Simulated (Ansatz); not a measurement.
MgTe:
```
MgTe
1.0
    4.17903     0.00000     0.00000
   -2.08951     3.61914     0.00000
    0.00000     0.00000     6.81447
Mg Te
2 2
Cartesian
  0.00000   0.00000   3.40723
  0.00000   0.00000   0.00000
  0.00000   2.41276   1.70362
  2.08951   1.20638   5.11085
```

Relaxed with PBEsol.

Task: Give the Bader charges and basin volumes of the independent atoms, PBEsol (plane waves, PAW; program Ansatz).

Result: 

| atom | Bader charge (e) | Bader volume (Å³) |
|---|---|---|
| Mg1 | +1.58 | 7.0 |
| Te3 | -1.58 | 44.5 |

Space group P6_3/mmc (NiAs type). The first step of the workflow began from a Materials Project structure, measured or hypothetical; the Crystallography Open Database copy checked does not list it. COD files the formula under space group No. 186. Whether it is the stable phase at ambient conditions was not checked. The cell was relaxed with PBEsol under the symmetry of its start; its stability against distortions is not shown here. Spin–orbit coupling is left out wherever it is not named.

Potentials: the later of the program's two PAW sets.
